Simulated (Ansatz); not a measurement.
Input:

Te:
Space group Fd-3m, origin choice 1 (No. 227); a = 7.142 Å, b = 7.142 Å, c = 7.142 Å, α = 90.00°, β = 90.00°, γ = 90.00°

```
atom  site  symmetry       x       y       z
----  ----  --------  ------  ------  ------
Te      8b      -43m  0.5000  0.5000  0.5000
```
(The calculation used a cell of 2 atoms; values per cell refer to that cell.)

This is the r²SCAN-relaxed structure.

Question: All from r²SCAN (plane waves, PAW; program Ansatz), unless another level is named. Predict the electronic character.

Answer: metallic (no gap).

Question: And the density of states at the Fermi level?

Answer: 1.1 states/eV per atom (mean over ±0.08 eV).

Question: And the gap with spin–orbit coupling?

Answer: none (metallic).

The start of the workflow was typed in or built on a structure type; neither database checked (COD, Materials Project) lists it. It is not the phase usual at ambient conditions (space group No. 152). Symmetry was held in the r²SCAN relaxation; its stability against distortions is not shown here. Spin–orbit coupling is left out wherever it is not named.

Potentials: the later of the program's two PAW sets.
